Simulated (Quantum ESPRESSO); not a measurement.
## Ga2InAlP4 (input and log of a self-consistent run)

A calculation, not a measurement. The program is pw.x of Quantum ESPRESSO 7.5 (plane-wave density functional theory). The cell is made up: 8 atoms on a zincblende/diamond lattice, with randomly drawn elements, strain and displacements, not relaxed. PseudoDojo standard norm-conserving files (v0.5 for PBE, v0.4.1 for LDA and PBEsol) set the functional; there is no spin polarisation, spin-orbit coupling or dispersion term, and the masses in the input are unused placeholders.

Input:

```
&control calculation='scf', pseudo_dir='./dojo.nc.sr.pbe.v0_5.standard.upf', outdir='./o', disk_io='low', tprnfor=.true., tstress=.true. /
&system ibrav=0, nat=8, ntyp=4, nbnd=37, ecutwfc=101.20763327, nosym=.true., tot_charge=0,
 occupations='smearing', smearing='fd', degauss=0.0018374661
/
&electrons conv_thr=7.350e-09, electron_maxstep=60, /
ATOMIC_SPECIES
Al 1.0 Al.upf
Ga 1.0 Ga.upf
In 1.0 In.upf
P 1.0 P.upf
CELL_PARAMETERS angstrom
5.6037 0.0182 0.0771
0.0182 5.7011 0.031
0.0771 0.031 5.6414
ATOMIC_POSITIONS angstrom
Ga -0.0105 -0.1014 0.0305
Ga -0.0769 2.7445 2.8664
In 2.8663 -0.0611 2.9839
Al 2.8822 2.8616 0.0657
P 1.3475 1.4461 1.4692
P 1.5416 4.3377 4.346
P 4.2892 1.5071 4.1903
P 4.2304 4.1985 1.407
K_POINTS automatic
6 6 6 1 1 1
```

The log is shortened where brackets say so; the opening notice, blank lines, dates and the lines on written files are dropped, and the path of the files is cut. It prints rydbergs, bohrs and kilobars, and counts compression as positive stress.

```
     Program PWSCF v.7.5
     Parallel version (MPI & OpenMP), running on       4 processor cores
     Number of MPI processes:                 4
     Threads/MPI process:                     1
     [start-up lines left out]
     bravais-lattice index     =            0
     lattice parameter (alat)  =      10.5905  a.u.
     unit-cell volume          =    1215.9566 (a.u.)^3
     number of atoms/cell      =            8
     number of atomic types    =            4
     number of electrons       =        62.00
     number of Kohn-Sham states=           37
     kinetic-energy cutoff     =     101.2076  Ry
     charge density cutoff     =     404.8305  Ry
     scf convergence threshold =      7.3E-09
     mixing beta               =       0.7000
     number of iterations used =            8  plain     mixing
     Exchange-correlation= PBE
                           (   1   4   3   4   0   0   0)
     [axes and pseudopotential details left out]
   Cartesian axes
     site n.     atom                  positions (alat units)
         1        Ga     tau(   1) = (  -0.0018736  -0.0180934   0.0054423  )
         2        Ga     tau(   2) = (  -0.0137217   0.4897168   0.5114681  )
         3        In     tau(   3) = (   0.5114502  -0.0109024   0.5324343  )
         4        Al     tau(   4) = (   0.5142874   0.5106116   0.0117232  )
         5        P      tau(   5) = (   0.2404421   0.2580359   0.2621577  )
         6        P      tau(   6) = (   0.2750765   0.7740005   0.7754815  )
         7        P      tau(   7) = (   0.7653464   0.2689204   0.7476991  )
         8        P      tau(   8) = (   0.7548544   0.7491623   0.2510590  )
     number of k points=   108  Fermi-Dirac smearing, width (Ry)=  0.0018
     Number of k-points >= 100: set verbosity='high' to print them.
     Dense  grid:   167237 G-vectors     FFT dimensions: (  72,  72,  72)
     Estimated max dynamical RAM per process >     540.92 MB
     Estimated total dynamical RAM >       1.99 GB
     Initial potential from superposition of free atoms
     starting charge      61.9877, renormalised to      62.0000
     Starting wfcs are   47 randomized atomic wfcs
     total cpu time spent up to now is       10.3 secs
     per-process dynamical memory:   454.9 Mb
     Self-consistent Calculation
     iteration #  1     ecut=   101.21 Ry     beta= 0.70
     Davidson diagonalization with overlap
     ethr =  1.00E-02,  avg # of iterations =  4.1
     Threshold (ethr) on eigenvalues was too large:
     Diagonalizing with lowered threshold
     Davidson diagonalization with overlap
     ethr =  5.78E-04,  avg # of iterations =  2.0
     total cpu time spent up to now is       53.4 secs
     total energy              =    -498.88325975 Ry
     estimated scf accuracy    <       0.36645318 Ry
     iteration #  2     ecut=   101.21 Ry     beta= 0.70
     Davidson diagonalization with overlap
     ethr =  5.91E-04,  avg # of iterations =  2.2
     total cpu time spent up to now is       75.1 secs
     total energy              =    -498.97434228 Ry
     estimated scf accuracy    <       0.09822617 Ry
     iteration #  3     ecut=   101.21 Ry     beta= 0.70
     Davidson diagonalization with overlap
     ethr =  1.58E-04,  avg # of iterations =  2.4
     total cpu time spent up to now is       96.8 secs
     total energy              =    -498.99264218 Ry
     estimated scf accuracy    <       0.00468896 Ry
     iteration #  4     ecut=   101.21 Ry     beta= 0.70
     Davidson diagonalization with overlap
     ethr =  7.56E-06,  avg # of iterations = 12.1
     total cpu time spent up to now is      131.5 secs
     total energy              =    -498.99383526 Ry
     estimated scf accuracy    <       0.00190564 Ry
     iteration #  5     ecut=   101.21 Ry     beta= 0.70
     Davidson diagonalization with overlap
     ethr =  3.07E-06,  avg # of iterations =  2.6
     total cpu time spent up to now is      153.1 secs
     total energy              =    -498.99416600 Ry
     estimated scf accuracy    <       0.00012359 Ry
     iteration #  6     ecut=   101.21 Ry     beta= 0.70
     Davidson diagonalization with overlap
     ethr =  1.99E-07,  avg # of iterations =  2.9
     total cpu time spent up to now is      175.9 secs
     total energy              =    -498.99418675 Ry
     estimated scf accuracy    <       0.00001497 Ry
     iteration #  7     ecut=   101.21 Ry     beta= 0.70
     Davidson diagonalization with overlap
     ethr =  2.41E-08,  avg # of iterations =  3.9
     total cpu time spent up to now is      202.0 secs
     total energy              =    -498.99419228 Ry
     estimated scf accuracy    <       0.00000146 Ry
     iteration #  8     ecut=   101.21 Ry     beta= 0.70
     Davidson diagonalization with overlap
     ethr =  2.36E-09,  avg # of iterations =  2.5
     total cpu time spent up to now is      226.5 secs
     total energy              =    -498.99419256 Ry
     estimated scf accuracy    <       0.00000026 Ry
     iteration #  9     ecut=   101.21 Ry     beta= 0.70
     Davidson diagonalization with overlap
     ethr =  4.14E-10,  avg # of iterations =  2.8
     total cpu time spent up to now is      251.0 secs
     total energy              =    -498.99419265 Ry
     estimated scf accuracy    <       0.00000001 Ry
     iteration # 10     ecut=   101.21 Ry     beta= 0.70
     Davidson diagonalization with overlap
     ethr =  2.03E-11,  avg # of iterations =  4.5
     total cpu time spent up to now is      281.7 secs
     total energy              =    -498.99419265 Ry
     estimated scf accuracy    <          7.7E-09 Ry
     iteration # 11     ecut=   101.21 Ry     beta= 0.70
     Davidson diagonalization with overlap
     ethr =  1.24E-11,  avg # of iterations =  2.0
     total cpu time spent up to now is      304.6 secs
     End of self-consistent calculation
     [lines on levels left out]
!    total energy              =    -498.99419265 Ry
     estimated scf accuracy    <          6.3E-10 Ry
     smearing contrib. (-TS)   =      -0.00000000 Ry
     internal energy E=F+TS    =    -498.99419265 Ry
     The total energy is F=E-TS. E is the sum of the following terms:
     one-electron contribution =    -238.31517497 Ry
     hartree contribution      =     160.73467639 Ry
     xc contribution           =    -142.42600004 Ry
     ewald contribution        =    -278.98769402 Ry
     convergence has been achieved in  11 iterations
     Forces acting on atoms (cartesian axes, Ry/au):
     atom    1 type  2   force =     0.01494804    0.03850337   -0.00446885
     atom    2 type  2   force =     0.07289293    0.06862231   -0.05316772
     atom    3 type  3   force =     0.01563966    0.04686324   -0.08685942
     atom    4 type  1   force =    -0.03826589   -0.02370074   -0.00922428
     atom    5 type  4   force =     0.01338048   -0.00190600   -0.02825766
     atom    6 type  4   force =    -0.07914289   -0.09398922    0.04915209
     atom    7 type  4   force =    -0.01870155   -0.03191307    0.11057884
     atom    8 type  4   force =     0.01924923   -0.00247989    0.02224699
     Total force =     0.244200     Total SCF correction =     0.000048
     Computing stress (Cartesian axis) and pressure
          total   stress  (Ry/bohr**3)                   (kbar)     P=       13.30
   0.00012736   0.00021905  -0.00027362           18.74       32.22      -40.25
   0.00021905   0.00005428  -0.00013877           32.22        7.98      -20.41
  -0.00027362  -0.00013877   0.00008968          -40.25      -20.41       13.19
     init_run     :      9.67s CPU     10.10s WALL (       1 calls)
     electrons    :    291.06s CPU    294.27s WALL (       1 calls)
     forces       :      3.92s CPU      3.97s WALL (       1 calls)
     stress       :     13.83s CPU     14.35s WALL (       1 calls)
     [timing details left out]
     PWSCF        :   5m18.93s CPU   5m23.24s WALL
     JOB DONE.
```

In other units: free energy -6789.162 eV for the cell, pressure 1.33 GPa, largest force component 2.843 eV/Å. This run is the check on a run of the same cell at 1088 eV and a 4 x 4 x 4 mesh: rerunning at 1377 eV and a 6 x 6 x 6 mesh moved values by no more than 0.008 eV in energy, 0.02 GPa in stress and 0.002 eV/Å in force.